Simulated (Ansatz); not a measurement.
Zr₃Ti₂Si₃ in space group P6_3/mcm (No. 193; Zr on 6g, Ti on 4d, Si on 6g), DFT-PBE in the program Ansatz with PAW potentials, all energies at zero smearing, with the estimated change up to a 700 eV cutoff added, with one set of potentials and settings (totals compare only within such a set). Cell of 16 atoms (6 Zr, 4 Ti, 6 Si): -38930.469 eV.

| element | reference phase | E (eV/atom) |
|---|---|---|
| Zr | P6_3/mmc, 2 atoms in the cell | -4183.8611 |
| Ti | P6/mmm, 3 atoms in the cell | -2499.6763 |
| Si | Fd-3m, 2 atoms in the cell | -635.8114 |

Formation energy per atom, worked out: (-38930.469 − 6×(-4183.8611) − 4×(-2499.6763) − 6×(-635.8114))/16 = -0.858 eV/atom (-83 kJ per mol of atoms), at 0 K, without zero-point energy or fitted corrections.

The workflow started from a Materials Project entry (that database holds measured and hypothetical structures alike); the Crystallography Open Database copy checked does not list it. Its standing as an ambient phase is unchecked. The PBE relaxation kept the symmetry of its start; whether a distortion lowers the energy is not shown. The run is not spin-polarised. The references are the lowest solids computed at this level, not always the standard phases.

Potentials: the earlier of the program's two PAW sets.
